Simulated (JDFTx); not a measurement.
```json
{
 "surface": "Mo3Si(100), Mo outermost, slab composition Mo10Si3",
 "bulk": "Mo3Si, Pm-3n, lattice of mp-1275 (not re-optimised)",
 "slab": "13 atoms in 7 planes, 1x1, 7.1 Å between the outermost planes",
 "in-plane cell": "4.890 × 4.890 Å, 23.91 Å²",
 "cell_height": "23.3 Å",
 "sampling": "4×4×1 k mesh, Fermi smearing 0.01 Ha, no spin polarisation"
}
```

Whether this polymorph is the ambient one wasn't checked.

All numbers are PBE, GBRV ultrasoft potentials, plane waves to 20/100 Ha results from JDFTx (a modified build), not measurements. Liquid: CANDLE, water, 1 M NaCl. The neutral cell holds 152 valence electrons and has two faces of 23.909 Å² each. Last filling lines of the neutral and of a charged run (μ in hartree, zero in the bulk liquid):

```
FillingsUpdate:  mu: -0.134180487  nElectrons: 152.000000
FillingsUpdate:  mu: -0.155817000  nElectrons: 151.669863
```

Working it through: both potentials, by the convention U = −μ/e − 4.44 V vs SHE, the surface charge density and the mean capacitance.

U_pzc = 0.13418 × 27.2114 − 4.44 = -0.79 V; U = 0.15582 × 27.2114 − 4.44 = -0.20 V. The cell has -0.3301 excess electrons, a net charge of 0.3301 e, shared by two faces: σ = 0.3301 e / (2 × 23.909 Å²) = 0.00690 e/Å² = 11.1 μC/cm² (1 e/Å² = 1602.18 μC/cm²). C = σ/(U − U_pzc) = 11.1/0.59 ≈ 19 μF/cm².
